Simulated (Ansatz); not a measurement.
AlN:
```
CELL_PARAMETERS angstrom
      5.32835     0.00000     0.00000
      0.00000     5.32835     0.00000
      0.00000     0.00000     5.32835
ATOMIC_POSITIONS crystal
  Al 0.25000 0.50000 0.00000
  Al 0.75000 0.50000 0.00000
  Al 0.00000 0.25000 0.50000
  Al 0.00000 0.75000 0.50000
  Al 0.50000 0.00000 0.25000
  Al 0.50000 0.00000 0.75000
  N  0.50000 0.25000 0.00000
  N  0.50000 0.75000 0.00000
  N  0.00000 0.50000 0.25000
  N  0.00000 0.50000 0.75000
  N  0.25000 0.00000 0.50000
  N  0.75000 0.00000 0.50000
```

Relaxed with r²SCAN. Special points in fractions of this cell's reciprocal vectors: Γ (0.000, 0.000, 0.000); X (0.000, 0.500, 0.000); M (0.500, 0.500, 0.000); R (0.500, 0.500, 0.500).

Task: List the band energies nearest the valence-band maximum at these points for plane-wave PAW r²SCAN (Ansatz code).

Result: In eV from the valence-band maximum; about four levels below and three above (degenerate sets whole), none deeper than 8.9 eV; points with the same levels are listed once.

```json
[
 {"k": "Γ", "below": "-1.27 -1.27 -1.27 0.00 0.00 0.00", "above": "3.01 4.90 7.06 7.06 7.06"},
 {"k": "X", "below": "-0.97 -0.97 -0.03 -0.03", "above": "4.67 4.67 6.73 6.73"},
 {"k": "M", "below": "-1.03 -1.03 -0.74 -0.04", "above": "5.43 5.59 5.59"},
 {"k": "R", "below": "-1.54 -1.54 -1.54 -1.54", "above": "6.45 6.45 7.55 7.55 7.55 7.55 7.55 7.55"}
]
```

Space group Pm-3n. The start of the workflow was typed in or built on a structure type; neither database checked (COD, Materials Project) lists it. It is not the phase usual at ambient conditions (space group No. 186, 216). Symmetry was held in the r²SCAN relaxation; whether a distortion lowers the energy is not shown.

Potentials: the earlier of the program's two PAW sets.
